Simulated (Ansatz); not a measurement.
SrHfN2:
```
CELL_PARAMETERS angstrom
      6.43469     0.00000     0.00000
      0.00000     7.88828     0.00000
      0.00000     0.00000     5.80034
ATOMIC_POSITIONS crystal
  Sr 0.58520 0.87909 0.97791
  Sr 0.41480 0.12091 0.47791
  Sr 0.91480 0.37909 0.47791
  Sr 0.08520 0.62091 0.97791
  Hf 0.06540 0.12641 0.99552
  Hf 0.93460 0.87359 0.49552
  Hf 0.43460 0.62641 0.49552
  Hf 0.56540 0.37359 0.99552
  N  0.61918 0.83800 0.42789
  N  0.38082 0.16200 0.92789
  N  0.88082 0.33800 0.92789
  N  0.11918 0.66200 0.42789
  N  0.54597 0.40795 0.34470
  N  0.45403 0.59205 0.84470
  N  0.95403 0.90795 0.84470
  N  0.04597 0.09205 0.34470
```

Relaxed with PBE. Special points in fractions of this cell's reciprocal vectors: Γ (0.000, 0.000, 0.000); X (0.500, 0.000, 0.000); S (0.500, 0.500, 0.000); Y (0.000, 0.500, 0.000); Z (0.000, 0.000, 0.500); U (0.500, 0.000, 0.500); R (0.500, 0.500, 0.500); T (0.000, 0.500, 0.500).

Task: List the band energies nearest the valence-band maximum at these points for DFT-PBE in the program Ansatz with PAW potentials.

Result: In eV from the valence-band maximum; about four levels below and three above (degenerate sets whole), none deeper than 8.9 eV; points with the same levels are listed once.

```json
[
 {"k": "Γ", "below": "-0.84 -0.42 -0.28 0.00", "above": "2.12 2.59 3.17"},
 {"k": "X", "below": "-0.55 -0.55 -0.37 -0.37", "above": "2.64 2.64 3.22 3.22"},
 {"k": "S", "below": "-0.48 -0.48 -0.48 -0.48", "above": "2.87 2.87 2.89 2.89"},
 {"k": "Y", "below": "-0.62 -0.62 -0.43 -0.43", "above": "2.87 2.87 3.19 3.19"},
 {"k": "Z", "below": "-0.57 -0.57 -0.48 -0.48", "above": "3.43 3.43 3.54 3.54"},
 {"k": "U", "below": "-0.53 -0.53 -0.53 -0.53", "above": "3.79 3.79 3.79 3.79"},
 {"k": "R", "below": "-0.68 -0.68 -0.56 -0.56", "above": "3.79 3.79 4.12 4.12"},
 {"k": "T", "below": "-0.84 -0.84 -0.34 -0.34", "above": "3.41 3.41 3.52 3.52"}
]
```

Space group Pna2_1. The start of the workflow was typed in or built on a structure type; neither database checked (COD, Materials Project) lists it. Its standing as an ambient phase is unchecked. Symmetry was held in the PBE relaxation; its stability against distortions is not shown here. No spin polarisation was allowed. Spin–orbit coupling is left out wherever it is not named.

Potentials: the earlier of the program's two PAW sets.
